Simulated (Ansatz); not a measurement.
**What DFT gives for CsLaHgSe$_{3}$**

```
Hg La Cs Se
1.0
     8.01671    1.59760    0.02188
    -0.61794    7.99250    0.67808
     0.13483   -0.10226    6.42903
Hg La Cs Se
2 2 2 6
Direct
  0.31991 0.74086 0.88120
  0.06426 0.20281 0.81435
  0.61833 0.17697 0.40337
  0.42277 0.32702 0.88716
  0.73363 0.61081 0.65324
  0.09421 0.34516 0.31328
  0.90454 0.04007 0.11322
  0.48362 0.82311 0.26921
  0.00110 0.88035 0.77006
  0.25508 0.95987 0.53264
  0.07047 0.75397 0.17781
  0.66644 0.98861 0.86546
```

The numbers come from plane-wave PAW DFT (Ansatz): r2SCAN, no spin polarisation, 500 eV, 3×3×3 (shifted by 0, 0, 0.5 steps) k points, fermi-dirac occupations (width 0.1 eV). Nothing was relaxed.

What does the stress say?

The pressure is 2.3 GPa (compression positive), so with the atoms held at these fractions the cell would first expand; the forces are large, so a full relaxation may end otherwise. The principal stresses -0.1, 2.8, 4.3 GPa differ, so its shape would change too.

Is there a gap?

It is a metal on this mesh, though the bands barely overlap, with about 10 states/eV a cell as the mean within 0.25 eV of the Fermi level, mostly Se p (53 %) and La d (27 %).

Which atom feels the largest force, and which way?

The largest is on Se7: 3.08 eV/Å, components (-1.22, 0.25, 2.81). It makes 103° with the line to a nearest neighbour, Se11 at 2.54 Å.

Describe some of the short contacts.

Se–Se at 2.54 Å: least valence density 0.47 e/Å³ and ELF 0.55 there. Hg–Se at 2.66 Å: least valence density 0.40 e/Å³ and ELF 0.28 there. La–Se at 3.11 Å: least valence density 0.23 e/Å³ and ELF 0.31 there. Both are smooth PAW fields, read partly inside the augmentation spheres.

Origin: a disordered cell, so it need not be a known compound. Caveats: many states at the Fermi level without spin polarisation, so a magnetic state may lie lower; the k mesh is coarse if the cell is a metal; atoms or cell far from equilibrium; f levels without a U or exact exchange are poorly placed.
